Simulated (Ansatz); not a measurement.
A geometry of I away from equilibrium: step 2 of the relaxation of a relaxed I cell displaced along its unstable phonon at q = Γ (189i cm⁻¹), largest move 0.15 Å. Computed with PBE (plane waves to 420 eV, PAW, scalar-relativistic; Ansatz, an electronic-structure program). Γ-centred k-mesh 7×7×4 on the run's cell (coarser than for final values), Fermi–Dirac smearing 0.05 eV.

```xyz
4
Lattice="5.6446 0.0000 0.0000 -2.8223 4.7611 0.0000 0.0000 0.0000 9.8009" Properties=species:S:1:pos:R:3:forces:R:3 pbc="T T T" free_energy=-30051.420 pressure_GPa=0.0
I      0.0000     0.0623     2.4502    0.0000    0.6448    0.0000
I      0.0000     0.3317     7.3507    0.0000    0.4410    0.0000
I      0.0000     3.1100     2.4502    0.0000   -0.6454    0.0000
I      2.8223     1.2570     7.3507    0.0000   -0.4404    0.0000
```

Positions in Å, forces in eV/Å, free energy of the cell in eV (comparable only within this code, potentials and settings). Largest force: 0.65 eV/Å, on I1, I3 (atoms numbered as listed).

No spin polarisation in the result.

The run could not lose the symmetry of its start: the end is stationary, and may be a saddle point rather than a minimum.

The end of the path is a generated cell of I: the first start was made by placing the elements on the sites of a structure type, and the end was not matched to a known phase here, so it may be hypothetical. Known forms of I include space group No. 64.
